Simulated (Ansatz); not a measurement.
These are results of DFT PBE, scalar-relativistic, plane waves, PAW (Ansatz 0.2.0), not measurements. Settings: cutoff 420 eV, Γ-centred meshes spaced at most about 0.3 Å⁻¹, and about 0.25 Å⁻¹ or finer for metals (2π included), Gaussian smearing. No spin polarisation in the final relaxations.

Temperature and zero-point effects are left out. All come from trial cells, and lower structures may exist.

Problem. Order these relaxed structures of SbTe2O3 by energy, lowest first, with the energy over the lowest of them.
A.

```
Sb Te O
1.0
     5.76027    0.00000    0.00000
    -2.88014    4.98854    0.00000
     0.00000    0.00000    3.36749
Sb Te O
1 2 3
Direct
  0.00000 0.00000 0.00000
  0.33333 0.66667 0.00000
  0.66667 0.33333 0.00000
  0.50000 0.00000 0.50000
  0.50000 0.50000 0.50000
  0.00000 0.50000 0.50000
```

B.

```
Sb Te O
1.0
     5.55441    0.00000    0.00000
    -2.77721    4.81026    0.00000
     0.00000    0.00000    3.64261
Sb Te O
1 2 3
Cartesian
  0.0000 0.0000 0.0000
  0.0000 3.2068 1.8213
  2.7772 1.6034 1.8213
  2.7772 0.0000 0.0000
  -1.3886 2.4051 0.0000
  1.3886 2.4051 0.0000
```

C.

```
Sb Te O
1.0
     4.66187    0.00000    0.00000
     0.00000    4.66187    0.00000
     0.00000    0.00000    5.22933
Sb Te O
1 2 3
Direct
  0.00000 0.00000 0.32133
  0.50000 0.00000 0.84564
  0.00000 0.50000 0.84564
  0.50000 0.00000 0.22586
  0.00000 0.50000 0.22586
  0.50000 0.50000 0.83012
```

D.

```
Sb Te O
1.0
     2.79177    1.61183    4.06427
    -2.79177    1.61183    4.06427
     0.00000   -3.22366    4.06427
Sb Te O
1 2 3
Direct
  0.00000 0.00000 0.00000
  0.71563 0.71563 0.71563
  0.28437 0.28437 0.28437
  0.00000 0.00000 0.50000
  0.50000 0.00000 0.00000
  0.00000 0.50000 0.00000
```

Solution. C (0 meV/atom), D (161 meV/atom), A (322 meV/atom), B (371 meV/atom). Forms: C P4mm; D R-3m; A P6/mmm; B P6/mmm.

No dispersion correction is applied, so the spacing and binding between layers, chains or molecules are poorly described (P4mm), and this can change margins and order among such cells. These runs have no spin–orbit coupling, which can matter for Sb and Te. In P4mm, R-3m, P6/mmm at 16.1 Å³/atom, P6/mmm at 16.2 Å³/atom an odd number of electrons in the primitive cell allows no gap without spin; a larger cell or a magnetic state could open one. A magnetic state wasn't ruled out in cells without spin, among them P4mm, R-3m, P6/mmm at 16.1 Å³/atom, P6/mmm at 16.2 Å³/atom. Cells relaxed within their symmetry can be saddle points. Some candidate types were left out of the draw beforehand, so a known form may be missing.
